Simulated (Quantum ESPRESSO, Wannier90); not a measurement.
## Tight-binding from DFT: BaSnO3 (cubic perovskite)

```
begin unit_cell_cart
ang
    4.1434700000    0.0000000000    0.0000000000
    0.0000000000    4.1434700000    0.0000000000
    0.0000000000    0.0000000000    4.1434700000
end unit_cell_cart
begin atoms_frac
Ba   0.5000000000  0.5000000000  0.5000000000
Sn   0.0000000000  0.0000000000  0.0000000000
O    0.0000000000  0.5000000000  0.0000000000
O    0.5000000000  0.0000000000  0.0000000000
O    0.0000000000  0.0000000000  0.5000000000
end atoms_frac
```

Materials Project entry mp-3163; symmetrised, unrelaxed at this level. COD (Crystallography Open Database) records the formula in this space group. Ideal cubic forms of this type are often high-temperature phases that distort on cooling; symmetry holds the cell here, and its stability was not tested. Level: PBEsol, spinors with spin-orbit coupling; pw.x of Quantum ESPRESSO at 68 Ry with PseudoDojo potentials, 4×4×4 k-points, Wannier90. Density: 8×8×8 mesh, Gaussian smearing 0.01 Ry.

Bands 3-6 form an isolated set from -20.81 to -20.52 eV relative to the valence-band maximum (on the path) and are turned into 4 Wannier functions by minimising the spread from the start: SCDM (isolated).

**Question.** Where do the functions sit, how wide are they and what are they made of?

**Answer.** 
| functions | spread (Å²) | nearest atom, distance (Å) | second atom, distance (Å) | weight on atomic waves |
|---|---|---|---|---|
| 4 | 0.68 | Sn 0.00 | O 2.07 | Sn 4d 94 % |

Ω_I = 2.73 Å², Ω_total = 2.74 Å²; the interpolated bands follow pw.x to 0.2 meV rms on the path. Only this start was tried; a symmetric start can stop on a saddle, and mixtures of these functions could lower the total by at most Ω_total − Ω_I.
